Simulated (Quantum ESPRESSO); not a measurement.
# Electric field gradients in CsPbCl₃

```xyz
5
Lattice="5.6798 0.0000 0.0000 0.0000 5.6798 0.0000 0.0000 0.0000 5.6798" Properties=species:S:1:pos:R:3 pbc="T T T"
Cs     0.0000     0.0000     0.0000
Pb     2.8399     2.8399     2.8399
Cl     0.0000     2.8399     2.8399
Cl     2.8399     0.0000     2.8399
Cl     2.8399     2.8399     0.0000
```
The cell comes from the Materials Project (a computed structure). It is CsPbCl3 in Pm-3m. Stability against distortions was not tested.

Principal values are ordered |Vxx| ≤ |Vyy| ≤ |Vzz|, η = (Vxx − Vyy)/Vzz, and C_Q = eQVzz/h is given by its size. Cores are frozen. Against all-electron runs on small test molecules, this scheme's |Vzz| missed by −3 to −9 % on Cl. The structure is static (0 K, no zero-point motion).

Quadrupole moments taken as inputs (sizes, barn, from the tables of PySCF and pymatgen): ¹³³Cs 0.00343, ³⁵Cl 0.0817.

What do the calculations give at each independent site (field gradients by the PAW reconstruction of the field gradient on a scalar-relativistic PBE ground state (a modified build of Quantum ESPRESSO, JTH datasets), 25 Ha, k-mesh 4×4×4 through Γ)?


```
site                site symmetry  Vzz (10²¹ V/m²)   η_Q  ∣C_Q∣ (MHz)
------------------  -------------  ---------------  ----  -----------
Cs (atom 1)                  m-3m                0     –    0 (¹³³Cs)
Pb (atom 2)                  m-3m                0     –            –
Cl (atoms 3, 4, 5)          4/mmm             8.41  0.00  16.6 (³⁵Cl)
```
